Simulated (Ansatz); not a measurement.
InP (zinc blende)

```
CELL_PARAMETERS angstrom
      0.00000     2.97977     2.97977
      2.97977     0.00000     2.97977
      2.97977     2.97977     0.00000
ATOMIC_POSITIONS crystal
  P  0.75000 0.75000 0.75000
  In 0.00000 0.00000 0.00000
```

The slice is a {110} plane (indices of the conventional cell) through the point (0.000, 0.000, 0.000) (fractional), spanned by u = [100] and v = [1 -1 -1] in vectors of this cell: u (4.21 Å) and v (5.96 Å, at 90° to u). It covers one period; positions are fractions (u, v).

Level of theory: PBE (plane waves to 420 eV, PAW, scalar-relativistic; Ansatz, a program for electronic structure). k mesh 10×10×10. These are valence fields of a PAW run, semicore shells included where kept as valence: close to a nucleus they are smooth pseudo fields. InP was relaxed with its symmetry unable to fall.

Question: Around which element is the density of the highest valence band (whole band, smooth part) largest on this plane?

Answer: P. Mean over a disc round each atom, of radius 0.45 times the shortest bond: P 0.129, In 0.018 e/Å³.

Question: What is the valence density on the shortest P–In line in this plane (2.58 Å), at its minimum between the atoms?

Answer: 0.42 e/Å³.

Question: What is the ELF at the density minimum of the shortest P–In line in this plane (2.58 Å)?

Answer: 0.4.

Question: Sketch the electron localisation function (ELF) on this plane as a map.

Answer: 
```
|xxx.:::::------:::::.xx|
|xx :-:::::....:::::-: x|
|..::-:::...  ...:::-::.|
|:::-::::.      .::::-::|
|:::::::..      ..::::::|
|::::::..        ..:::::|
|::::...          ...:::|
|::....            ....:|
|....                ...|
|                       |
|                       |
|                       |
|                       |
|         ......        |
|       ..:----:..      |
|      .:-=++++=-:.     |
|     .:=+*####*+=:.    |
|    .:=+*#%%%%#*+=:.   |
|   .:=+*#%%%%%%#*+=:.  |
|   .-+*#%%%%%%%%#*+-.  |
|  .:=*#%%#*++*#%%#*=:. |
| ..-+#%%#+xxxx+#%%#+-..|
|..:=*#%%#xxxxxx#%%#*=:.|
|::-=*%@@#xxxxxx#@@%*=-:|
|:::=*%@@@xxxxxx@@@%*=::|
|::::+#@@@%xxxx%@@@#+-::|
|::::-*%@@@%*+%@@@%*-:::|
|:::::-*@@@@%%@@@@*-::::|
|...:::=#@@@@@@@@#=:::..|
|xx .:::+#%%%%%%#+:::. x|
|xxx.:::-+*####*+-:::.xx|
|xxx ::::==++++==:::: xx|
```
Scale: ten equal steps from 0.01 (start of ' ') to 0.90 (end of '@'), in the order ' .:-=+*#%@'. Values: electron localisation function (ELF). The map has 23 points along u (one character each, u = 0 at the left) and 32 along v (v = 0 in the bottom row). Points within 0.5 Å of a nucleus are blanked (x), as the pseudised field means little there.
